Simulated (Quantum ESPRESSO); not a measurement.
Convergence of NMR parameters in NaCl

```xyz
2
Lattice="0.0000 2.7941 2.7941 2.7941 0.0000 2.7941 2.7941 2.7941 0.0000" Properties=species:S:1:pos:R:3 pbc="T T T"
Na     0.0000     0.0000     0.0000
Cl     2.7941     2.7941     2.7941
```
The cell comes from the Materials Project (a computed structure). It is NaCl in Fm-3m. Stability against distortions was not tested.

Method: σ by GIPAW with PBE in a modified build of Quantum ESPRESSO, on JTH PAW datasets. The cutoff rises from row to row, with the meshes as listed. Costs are rough, from a shared machine. Shieldings are absolute and leave out the bulk-susceptibility term; a larger σ means a smaller chemical shift. The datasets of Na, Cl hold no d projectors, which limits absolute σ on these atoms.

| setting | cutoff (Ha) | k-mesh |
|---|---|---|
| A | 13 | 4×4×4 through Γ |
| B | 15 | 3×3×3 shifted |
| C | 30 | 4×4×4 shifted |
| D | 40 | 6×6×6 shifted |

**Question.** From which setting on does σ_iso Cl (ppm) stay within 1 of the tightest run?

**Answer.** From C on. Differences from the tightest run: A -17.1, B 5.2, C 0.2.

| setting | cutoff (Ha) | k-mesh | σ_iso Na (ppm) | σ_iso Cl (ppm) | f-sum rule missed by (%) | rough cost ratio |
|---|---|---|---|---|---|---|
| A | 13 | 4×4×4 through Γ | 519.6 | 947.0 | 0.26 | about 1 |
| B | 15 | 3×3×3 shifted | 531.0 | 969.3 | 0.15 | about 1 |
| C | 30 | 4×4×4 shifted | 538.3 | 964.3 | 0.00 | 4 |
| D | 40 | 6×6×6 shifted | 538.2 | 964.1 | 0.00 | 20 |
